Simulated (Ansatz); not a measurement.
YSiNO₂:
```yaml
crystal:
  lattice:
    - [3.57465, 0.00000, 0.00000]
    - [0.00000, 3.57465, 0.00000]
    - [0.00000, 0.00000, 3.68518]
  atoms:
    - { symbol: Y, position: [0.00000, 0.00000, 0.50000] }
    - { symbol: Si, position: [0.50000, 0.50000, 0.00000] }
    - { symbol: N, position: [0.50000, 0.50000, 0.50000] }
    - { symbol: O, position: [0.50000, 0.00000, 0.00000] }
    - { symbol: O, position: [0.00000, 0.50000, 0.00000] }
```

Relaxed with PBEsol. Special points in fractions of this cell's reciprocal vectors: Γ (0.000, 0.000, 0.000); X (0.000, 0.500, 0.000); M (0.500, 0.500, 0.000); Z (0.000, 0.000, 0.500); R (0.000, 0.500, 0.500); A (0.500, 0.500, 0.500).

### Question
List the band energies nearest the valence-band maximum at these points for PBEsol in the plane-wave PAW code Ansatz.

### Answer
In eV from the valence-band maximum; about four levels below and three above (degenerate sets whole), none deeper than 8.9 eV; points with the same levels are listed once.

```
k                          below                above
-  -----------------------------  -------------------
Γ  -3.45 -3.45 -1.54 -0.56 -0.56       1.51 1.73 2.72
X        -4.69 -3.51 -2.55 -1.86       4.00 4.17 5.29
M        -4.89 -2.31 -1.88 -1.88  4.67 5.28 6.15 6.15
Z        -3.86 -3.86 -1.79 -1.79       4.04 4.25 4.29
R        -4.16 -3.35 -3.02 -0.68       4.41 4.84 6.15
A          -2.46 -2.15 0.00 0.00       3.34 3.34 5.25
```

Space group P4/mmm. The start of the workflow was typed in or built on a structure type; neither database checked (COD, Materials Project) lists it. COD files the formula under space group No. 15, 63. Whether it is the stable phase at ambient conditions was not checked. Symmetry was held in the PBEsol relaxation. At this level the phase is dynamically unstable (imaginary phonons). The run is not spin-polarised. Spin–orbit coupling is left out wherever it is not named.

Potentials: the later of the program's two PAW sets.
